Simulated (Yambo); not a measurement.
Optical response of AlN at -2 % biaxial strain

```xyz
4
Lattice="3.0509 0.0000 0.0000 -1.5254 2.6421 0.0000 0.0000 0.0000 5.0391" Properties=species:S:1:pos:R:3 pbc="T T T"
N      1.5254     0.8807     4.4245
N      0.0000     1.7614     1.9049
Al     1.5254     0.8807     2.5295
Al     0.0000     1.7614     0.0099
```

Yambo, RPA with local fields on PBEsol bands shifted by a G0W0 scissor of 1.52 eV; 15×15×8 mesh, 32 bands, 4 Ry local-field block, 0.2 eV broadening; field along x.

```
E (eV)  Im ε   Re ε  Im ε, independent particles
------  ----  -----  ---------------------------
0.0     0.00   3.83                         0.00
0.4     0.00   3.83                         0.00
0.8     0.01   3.84                         0.01
1.1     0.01   3.86                         0.01
1.5     0.02   3.89                         0.02
1.9     0.02   3.92                         0.02
2.2     0.03   3.97                         0.03
2.6     0.03   4.02                         0.04
3.0     0.04   4.09                         0.04
3.4     0.05   4.17                         0.05
3.8     0.06   4.27                         0.06
4.1     0.07   4.38                         0.08
4.5     0.09   4.53                         0.09
4.9     0.11   4.70                         0.12
5.2     0.14   4.93                         0.15
5.6     0.21   5.24                         0.22
6.0     0.40   5.64                         0.42
6.4     0.77   5.97                         0.80
6.8     1.02   6.20                         1.06
7.1     1.55   6.76                         1.64
7.5     2.49   7.30                         2.70
7.9     3.44   7.20                         3.78
8.2     4.96   6.91                         5.59
8.6     5.71   5.73                         6.50
9.0     6.40   4.91                         7.23
9.4     6.61   3.53                         7.31
9.8     6.60   2.63                         7.30
10.1    5.87   0.92                         6.13
10.5    4.57   1.16                         4.78
10.9    4.60   1.16                         4.90
11.2    3.82   1.12                         4.31
11.6    3.84   1.58                         4.64
12.0    4.08   1.68                         5.37
12.4    4.71   1.10                         6.33
12.8    3.93   0.34                         4.97
13.1    3.44   0.82                         4.48
13.5    4.03   0.83                         5.16
13.9    3.84   0.65                         4.89
14.2    4.22   0.41                         5.05
14.6    4.12   0.00                         4.62
15.0    3.99  -0.49                         4.04
15.4    3.57  -0.99                         3.30
15.8    3.20  -0.91                         2.93
16.1    3.09  -1.19                         2.59
16.5    2.68  -1.39                         2.14
16.9    2.25  -1.41                         1.79
17.2    1.94  -1.26                         1.55
17.6    1.74  -1.31                         1.36
18.0    1.44  -1.05                         1.18
18.4    1.38  -1.02                         1.11
18.8    1.30  -1.01                         1.01
19.1    1.05  -1.00                         0.80
19.5    0.84  -0.90                         0.65
19.9    0.70  -0.75                         0.55
```

Peak heights and small wiggles depend on the k mesh. Convergence of the RPA response with its 15×15×8 mesh was not tested. The scissor comes from a G0W0 run whose convergence isn't established. No excitonic effects at this level.

Geometry strained from the cell relaxed with PBEsol, atoms relaxed again.
